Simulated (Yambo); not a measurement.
Quantum ESPRESSO input (LDA, PseudoDojo standard norm-conserving files, scalar-relativistic) whose wavefunctions are converted with p2y:

```
&CONTROL
  calculation = 'nscf'
  pseudo_dir = './pseudo'
  outdir = './out'
/
&SYSTEM
  ibrav = 0
  nat = 2
  ntyp = 2
  ecutwfc = 74.0
  ecutrho = 296.0
  occupations = 'fixed'
  force_symmorphic = .true.
  nbnd = 74
/
&ELECTRONS
  conv_thr = 2e-09
  diago_full_acc = .true.
  diago_thr_init = 1e-08
/
ATOMIC_SPECIES
Li 6.9400 Li.upf
Cl 35.4500 Cl.upf
CELL_PARAMETERS angstrom
  0.000000000000   2.482176029000   2.482176029000
  2.482176029000   0.000000000000   2.482176029000
  2.482176029000   2.482176029000   0.000000000000
ATOMIC_POSITIONS crystal
Li   0.000000000000   0.000000000000   0.000000000000
Cl   0.500000000000   0.500000000000   0.500000000000
K_POINTS automatic
4 4 4 0 0 0
```

Yambo's initialisation report on symmetry, reciprocal space, the k grid and the gaps on this mesh:

```
  [02.02] Symmetries
  ==================

  Inversion symmetry    : yes
  Spatial inversion     : yes
  Inversion index       :  25
  K-space Time-reversal : no
  Magnetic symmetries   : no
  Group table correct   : yes
  Symmetries units      :  [cc]

  [02.03] Reciprocal space
  ========================

  nG shells         :  222
  nG charge         :  17837
  nG WFs            :  2721
  nC WFs            :  2252
  G-vecs. in first 22 shells:  [ Number ]
     1    9   15   27   51   59   65   89  113
    137   169   181   229   259   283   307   331   339
    387   411   459   531
  ...
  Shell energy in first 22 shells:  [ mHa ]
    0.00000      672.865      897.154      1794.31      2467.17      2691.46      3588.61      4261.48      4485.77
    5382.92      6055.79      7177.23      7850.09      8074.38      8971.54      9644.40      9868.69      10765.8
    11438.7      11663.0      12560.2      13233.0
  ...

  [02.04] K-grid lattice
  ======================

  Compatible Grid is   : 3D
  Base K vectors       :  K_min[ 1 ]  K_min[ 2 ]  K_min[ 3 ]
  K_min[ 1 ] :  0.000000  0.250000  0.000000 [rlu]
  K_min[ 2 ] :  0.250000  0.000000  0.000000 [rlu]
  K_min[ 3 ] :  0.000000  0.000000  0.250000 [rlu]
  Grid dimensions      :   4   4   4
  K lattice UC volume  :  0.018777 [a.u.]

  IBZ K-points                                      :   8
  BZ  K-points                                      :   64

  K/Q-points units:
  rlu = crystal or reduced units; cc = cartesian coordinates; iku = interal k-units

  K [1]          [rlu]:  0.000000  0.000000  0.000000
         WF components:  2229
  K [2]          [rlu]:  0.000000  0.000000  0.250000
         WF components:  2208
  K [3]          [rlu]:  0.000000  0.000000 -0.500000
         WF components:  2252
  K [4]          [rlu]:  0.000000  0.250000  0.250000
         WF components:  2221
  K [5]          [rlu]:  0.000000  0.250000 -0.500000
         WF components:  2218
  K [6]          [rlu]:  0.000000  0.250000 -0.250000
         WF components:  2217
  K [7]          [rlu]:  0.000000 -0.500000 -0.500000
         WF components:  2200
  K [8]          [rlu]:  0.250000 -0.500000 -0.250000
         WF components:  2208

  [02.05] Energies & Occupations
  ==============================

  [X] === General ===
  [X] Electronic Temperature                        :  0.000000  0.000000 [eV K]
  [X] Bosonic    Temperature                        :  0.000000  0.000000 [eV K]
  [X] Finite Temperature mode                       : no
  [X] El. density                                   :  0.32694E+24 [cm-3]
  [X] Fermi Level                                   :  2.354870 [eV]

  [X] === Gaps and Widths ===
  [X] Conduction Band Min                           :  6.493249 [eV]
  [X] Valence Band Max                              :  0.000000 [eV]
  [X] Filled Bands                                  :   5
  [X] Empty Bands                                   :    6   74
  [X] Direct Gap                                    :  6.598280 [eV]
  [X] Direct Gap localized at k                     :  1
  [X] Indirect Gap                                  :  6.493249 [eV]
  [X] Indirect Gap between kpts                     :  1  3
  [X] Last valence band width                       :  1.336340 [eV]
  [X] 1st conduction band width                     :  3.142316 [eV]
```
The gaps are LDA values on this mesh alone; only operations without fractional translations are kept.

Geometry relaxed with LDA.
